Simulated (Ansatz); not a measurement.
# Stability checks on a candidate for HfAlB4

It was reached by relaxing an invented guess, and it needn't be the stable form of this composition.

Level of theory: DFT PBE, scalar-relativistic, plane waves, PAW in Ansatz. Cutoff 420 eV, Γ-centred 12×12×6 mesh (6-atom cell), Gaussian smearing of 0.10 eV, no spin polarisation.

```xyz
6
Lattice="3.0518 0.0000 0.0000 -1.5259 2.6429 0.0000 0.0000 0.0000 6.9231" Properties=species:S:1:pos:R:3 pbc="T T T"
Hf    0.0000    0.0000    0.0000
Al    0.0000    0.0000    3.4615
B     0.0000    1.7619    1.8320
B     0.0000    1.7619    5.0910
B     1.5259    0.8810    1.8320
B     1.5259    0.8810    5.0910
```

The zero of energy is the elements' standard structures at the same level; no fitted shifts are applied.

Q: These tests were run: energy against the elements; phonons on a 3×3×1 q mesh; elastic tensor. What do they show?

A:

```tsv
test	result
energy against the elements	−0.44 eV/atom
phonons on a 3×3×1 q mesh	no imaginary mode on the mesh
elastic tensor	least eigenvalue 49 GPa
```

It fails none of these tests. Other phases of the system weren't compared here, so this isn't yet thermodynamic stability.

Spin–orbit coupling, which can matter for Hf, is left out. The cell is a metal run without spin; a magnetic state may lie lower. The run for the phonons used a 12×12×6 k mesh and Fermi–Dirac smearing of 0.15 eV. The run for the elastic tensor used a 12×12×6 k mesh and Fermi–Dirac smearing of 0.15 eV.
